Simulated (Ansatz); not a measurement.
The start is a relaxed Pt cell, doubled along one cell vector, shaken by Gaussian noise of σ = 0.08 Å a coordinate. Cell shape, volume and atoms are optimised at zero target pressure with PBE (plane waves to 420 eV, PAW, scalar-relativistic; Ansatz, an electronic-structure program). The first steps use a coarse 5×9×9 k-mesh.

Input geometry:
```
Pt
1.0
   -5.13415     5.13415     5.13415
    2.56708    -2.56708     2.56708
    2.56708     2.56708    -2.56708
Pt
8
Cartesian
  1.50418   1.60055   1.53502
 -0.95706   4.11056   4.16955
  0.89749   0.97822  -1.11294
 -1.56335   3.66065   1.47219
  0.92494  -1.04787   1.02155
 -1.49384   1.44533   3.57478
 -1.17223   1.10587   1.05887
 -3.69710   3.55814   3.59750
```

Problem. How large is the pressure on the unrelaxed cell, and of which sign?

Solution. +3.8 GPa (positive: the cell is compressed).

Problem. What is the largest force in the starting geometry, and on which atom (counted from 1)?

Solution. 2.40 eV/Å, on Pt6 (atoms numbered as listed).

Problem. How much energy is released per atom?

Solution. 0.27 eV/atom.

Problem. Does it find its way back to the structure it was made from?

Solution. It does not go back: it reaches I4/mmm (No. 139), AFLOW prototype A_tI2_139_a (A_a), 0.19 eV/atom below the parent.

Problem. Is the relaxed structure metallic? Give its gap.

Solution. Zero (metallic).

Problem. Give the final cell and atomic positions.

Solution. 
```cif
data_Pt2
_chemical_formula_sum 'Pt2'
_space_group_name_H-M_alt 'I4/mmm'
_space_group_IT_number 139
_space_group_name_Hall '-I 4 2'
_cell_length_a 3.39909
_cell_length_b 3.39909
_cell_length_c 2.73789
_cell_angle_alpha 90.000
_cell_angle_beta 90.000
_cell_angle_gamma 90.000
loop_
_atom_site_label
_atom_site_type_symbol
_atom_site_symmetry_multiplicity
_atom_site_Wyckoff_symbol
_atom_site_fract_x
_atom_site_fract_y
_atom_site_fract_z
_atom_site_occupancy
Pt1 Pt 2 a 0.00000 0.00000 0.00000 1
```
(The calculation used a cell of 1 atom; values per cell refer to that cell.)

Final values are on a 22×22×22 k-mesh of the relaxed cell. No spin polarisation in the result.

The relaxed structure here is a generated cell of Pt: the first start was made by a random draw of sites in a space group, and the end was not matched to a known phase here, so it may be hypothetical. Known forms of Pt include space group No. 225.
